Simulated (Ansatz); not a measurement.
PtSe2 in space group R3m (No. 160; Pt on 3a, Se on 3a, Se on 3a), DFT-r²SCAN+D4 in the program Ansatz with PAW potentials, all energies at zero smearing, with the estimated change up to a 700 eV cutoff added, with one set of potentials and settings (totals compare only within such a set). Cell of 3 atoms (1 Pt, 2 Se): -23495.020 eV.

| element | reference phase | E (eV/atom) |
|---|---|---|
| Pt | Fm-3m, 1 atoms in the cell | -12538.5034 |
| Se | P3_121, 3 atoms in the cell | -5478.2650 |

Formation energy per atom, worked out: (-23495.020 − 1×(-12538.5034) − 2×(-5478.2650))/3 = 0.004 eV/atom (0 kJ per mol of atoms), at 0 K, without zero-point energy or fitted corrections.

The cell is a constructed one: a structure type filled with these elements; neither database checked (COD, Materials Project) lists it. COD files the formula under space group No. 164. Whether it is the stable phase at ambient conditions was not checked. The cell was relaxed with r²SCAN+D4 under the symmetry of its start; its stability against distortions is not shown here. The run is not spin-polarised. The references are the lowest solids computed at this level, not always the standard phases. Spin–orbit coupling is left out wherever it is not named.

Potentials: the earlier of the program's two PAW sets.
